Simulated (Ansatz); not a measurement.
CeO₂ (fluorite)

```xyz
3
Lattice="0.0000 2.6993 2.6993 2.6993 0.0000 2.6993 2.6993 2.6993 0.0000" Properties=species:S:1:pos:R:3 pbc="T T T"
Ce     0.0000     0.0000     0.0000
O      1.3496     1.3496     1.3496
O      4.0489     4.0489     4.0489
```

The slice is a {100} plane (indices of the conventional cell) through the point (0.750, 0.750, 0.750) (fractional), spanned by u = [100] and v = [0 1 -1] in vectors of this cell: u (3.82 Å) and v (3.82 Å, at 90° to u). It covers one period; positions are fractions (u, v).

All values below come from PBEsol (plane waves to 420 eV, PAW, scalar-relativistic; Ansatz, an electronic-structure program). k mesh 11×11×11. These are valence fields of a PAW run, semicore shells included where kept as valence: close to a nucleus they are smooth pseudo fields. CeO2 is run without spin polarisation. CeO2 was relaxed with its symmetry unable to fall. The PAW data are Ansatz's earlier set. The filling of the f shell was not checked against other fillings, so treat energies with care.

Predict the map of the electron localisation function (ELF) on the slice.


```
|xxxxxx999955110000000000000011559999xxxx|
|xxxx9999884400000000000000000044889999xx|
|9999998866220000000000000000002266889999|
|9999886622000000001111110000000022668899|
|6655442200000022445566554422000000224455|
|1111000000002266889999998866220000000011|
|0000000000226688999999999988662200000000|
|000000000044889999xxxxxx9999884400000000|
|0000000011559999xxxxxxxxxx99995511000000|
|1100000011669999xxxxxxxxxx99996611000000|
|0000000011559999xxxxxxxxxx99995511000000|
|000000000044889999xxxxxx9999884400000000|
|0000000000226688999999999988662200000000|
|1111000000002266889999998866220000000011|
|6655442200000022445566554422000000224455|
|9999886622000000001111110000000022668899|
|9999998866220000000000000000002266889999|
|xxxx9999884400000000000000000044889999xx|
|xxxxxx999955110000000000000011559999xxxx|
|xxxxxx999966110000001100000011669999xxxx|
```
Scale: ten equal steps from 0.06 (start of '0') to 0.82 (end of '9'), in the order '0123456789'. Values: electron localisation function (ELF). The map has 20 points along u (two characters each, u = 0 at the left) and 20 along v (v = 0 in the bottom row). Points within 0.5 Å of a nucleus are blanked (x), as the pseudised field means little there.
